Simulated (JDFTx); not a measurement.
Mo(110) slab cut from bulk Mo (space group Im-3m, indices of the conventional cell, lattice of the Materials Project entry mp-129, not re-optimised): 4 atoms in 4 planes, a 1x1 cell of 7.09 Å² (|a| = 3.168, |b| = 2.743 Å), 6.7 Å between the outermost planes, cell height 22.7 Å, 10×10×1 k mesh, Fermi smearing 0.01 Ha, no spin polarisation.

Reference level: PBE, GBRV ultrasoft potentials, plane waves to 20/100 Ha, in JDFTx (a modified build). Unrelaxed; liquid: linear PCM (GLSSA13), water, 1 M NaCl. The reference uses 36 bands for 56 valence electrons; each other row changes one option in all its runs. U vs SHE = −μ/e − 4.44 V throughout (conventional absolute potential of the hydrogen electrode).

Options: reference (36 bands); 31 bands; 33 bands; 44 bands.

Task: Which options move the work function or U_pzc by more than 0.02 from the reference?

Result: 31 bands.

| option | F − F(reference), vacuum (meV/cell) | work function (eV) | U_pzc (V) | top band holds over 0.001 electrons |
|---|---|---|---|---|
| reference (36 bands) | 0.0 | 4.705 | -0.109 | yes |
| 31 bands | 42.2 | 4.685 | -0.131 | yes |
| 33 bands | 8.0 | 4.700 | -0.114 | yes |
| 44 bands | -0.1 | 4.705 | -0.110 | no |

A dash marks a run that didn't converge or wasn't made; the third decimal is shown to expose solver noise and isn't converged.
